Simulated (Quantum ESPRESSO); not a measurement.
# One change at a time to AgHfIn4Rh2

Calculated results; nothing here was measured. They come from Quantum ESPRESSO 7.5, a public plane-wave density functional program. Each row is one single-point run on a made-up periodic cell of eight metal atoms, with elements, volume, strain and displacements drawn at random and not relaxed, so a cell may be unstable or far from any real phase. There is no spin polarisation or spin-orbit coupling.

Settings: PBE unless stated; PseudoDojo standard norm-conserving files; Fermi-Dirac width 0.25 eV, which means electrons at about 2900 K; cutoff 1197 eV; 5 x 4 x 4 k mesh shifted half a step off Gamma. E is the free energy of the whole cell (internal energy minus TS), so a -TS column is already part of it. Stress is positive in tension, and the pressure P is minus a third of its trace.

Checks: one run of this series was repeated at a higher cutoff and on a denser mesh, which moved values by no more than 0.002 eV, 0.11 GPa and 0.010 eV/Å, and a second program with other atomic files agreed on it to 2 % rms in force and 0.5 GPa in pressure. Known limits: heavy elements are run without spin-orbit coupling, which real alloys of them have; a spin test at this wide smearing found no moment, but such smearing suppresses magnetism that the real alloy may have.

The lattice is face-centred cubic, and the cell vectors in Å are (-0.055, 4.346, 0.029); (-4.274, 0.027, -4.343); (-4.279, 0.084, 4.348), a volume of 161.49 Å³ in run 1. The elements on sites 1 to 8 are Hf Rh Ag In Rh In In In. Each later run makes one change to run 1 and keeps the rest. E is counted from run 1, and is n/a where other atomic files have another zero of energy.

```
run                           change  V (Å³)  P (GPa)  -TS (eV)  rms force (eV/Å)  largest change of a force component (eV/Å)  E (eV)
  1                             none  161.49    -3.23    -1.050             0.496                                       0.000   0.000
  2          sites 1 and 6 exchanged  161.49    -3.34    -1.070             0.447                                       0.557  -0.083
  3    all lengths scaled by +1.09 %  166.83    -5.69    -1.100             0.473                                       0.074       ?
  4           PBEsol in place of PBE  161.49    -8.14    -1.054             0.494                                       0.045     n/a
  5                     Ga on site 4  161.49    -5.70    -1.112             0.479                                       0.466     n/a
  6  site 2 moved by +0.08 Å along y  161.49    -3.21    -1.051             0.495                                       0.175   0.004
```

## Worked estimate

Along a uniform scaling dE = -P dV. The mean of the two pressures is -4.460 GPa and the volume changes by 5.34 Å³, with 160.2 GPa to one eV/Å³. The same two rows give -V dP/dV = 76 GPa for this cell with clamped atoms, which is not the bulk modulus of a real alloy.

## Withheld value

Question: what E should run 3 give?

The estimate is 0.149 eV. The calculation gave 0.149 eV.
